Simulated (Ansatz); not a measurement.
A relaxation computed with Ansatz, from input to last step.

```yaml
crystal:
  lattice:
    - [2.9827251539, 0.0, 0.0]
    - [-1.491362577, 2.5831157558, 0.0]
    - [0.0, 0.0, 4.1440373989]
  atoms:
    - { symbol: B, position: [0.0, 0.0, 0.25] }
    - { symbol: B, position: [0.0, 0.0, 0.75] }
    - { symbol: B, position: [0.3333333333, 0.6666666667, 0.25] }
    - { symbol: B, position: [0.6666666667, 0.3333333333, 0.75] }
basis:
  ecutwfc: 500
kpoints:
  mp_grid: { grid: [18, 18, 10] }
hamiltonian:
  xc: r2scan
scf:
  occupations: { method: gaussian, width: 0.1 }
output:
  forces: true
  stress: true
  eigenvalues: true
relax:
  adjacent_minimum: "off"
  f_tol: 0.01
  max_steps: 60
  cell: { stress_tol: 0.1 }
```

```bash
ansatz run input.yaml --threads 1 --pin off --max-ram 2560MiB --backend cpu --events-out ev --progress --plain --runs-dir out
```

These are results of DFT r2SCAN, scalar-relativistic, plane waves, PAW (Ansatz), not measurements.

Of 6 frames 5 are shown, positions in Å and forces in eV/Å; the SCF threshold varies from step to step. Steps run on the plane waves of an earlier cell, with a Pulay correction in the pressure. The basis is chosen afresh for the last frame, the zero of the energies, and at times for earlier ones too; energy and pressure step there, also at an unchanged geometry.

```xyz
4
Lattice="2.9827 0.0000 0.0000 -1.4914 2.5831 0.0000 0.0000 0.0000 4.1440" Properties=species:S:1:pos:R:3:forces:R:3 pbc="T T T" step=1 free_energy_over_end_meV_per_atom=1.03 pressure_GPa=0.18
B     0.0000    0.0000    1.0360    0.0000    0.0000    0.0000
B     0.0000    0.0000    3.1080    0.0000    0.0000    0.0000
B     0.0000    1.7221    1.0360    0.0000    0.0000    0.0000
B     1.4914    0.8610    3.1080    0.0000    0.0000    0.0000
4
Lattice="2.9870 0.0000 0.0000 -1.4935 2.5868 0.0000 0.0000 0.0000 4.1181" Properties=species:S:1:pos:R:3:forces:R:3 pbc="T T T" step=2 free_energy_over_end_meV_per_atom=0.30 pressure_GPa=-0.06
B     0.0000    0.0000    1.0295    0.0000    0.0000    0.0000
B     0.0000    0.0000    3.0886    0.0000    0.0000    0.0000
B     0.0000    1.7245    1.0295    0.0000    0.0000    0.0000
B     1.4935    0.8623    3.0886    0.0000    0.0000    0.0000
4
Lattice="2.9896 0.0000 0.0000 -1.4948 2.5891 0.0000 0.0000 0.0000 4.0814" Properties=species:S:1:pos:R:3:forces:R:3 pbc="T T T" step=3 free_energy_over_end_meV_per_atom=0.00 pressure_GPa=0.20
B     0.0000    0.0000    1.0203    0.0000    0.0000    0.0000
B     0.0000    0.0000    3.0610    0.0000    0.0000    0.0000
B     0.0000    1.7260    1.0203    0.0000    0.0000    0.0000
B     1.4948    0.8630    3.0610    0.0000    0.0000    0.0000
4
Lattice="2.9909 0.0000 0.0000 -1.4955 2.5902 0.0000 0.0000 0.0000 4.0853" Properties=species:S:1:pos:R:3:forces:R:3 pbc="T T T" step=4 free_energy_over_end_meV_per_atom=0.00 pressure_GPa=-0.10
B     0.0000    0.0000    1.0213    0.0000    0.0000    0.0000
B     0.0000    0.0000    3.0640    0.0000    0.0000    0.0000
B     0.0000    1.7268    1.0213    0.0000    0.0000    0.0000
B     1.4955    0.8634    3.0640    0.0000    0.0000    0.0000
4
Lattice="2.9904 0.0000 0.0000 -1.4952 2.5898 0.0000 0.0000 0.0000 4.0848" Properties=species:S:1:pos:R:3:forces:R:3 pbc="T T T" step=6 free_energy_over_end_meV_per_atom=0.00 pressure_GPa=0.00
B     0.0000    0.0000    1.0212    0.0000    0.0000    0.0000
B     0.0000    0.0000    3.0636    0.0000    0.0000    0.0000
B     0.0000    1.7265    1.0212    0.0000    0.0000    0.0000
B     1.4952    0.8633    3.0636    0.0000    0.0000    0.0000
```

It took 84 s on 1 thread of Arm Neoverse N1, with other jobs on the host, peak memory 0.45 GiB.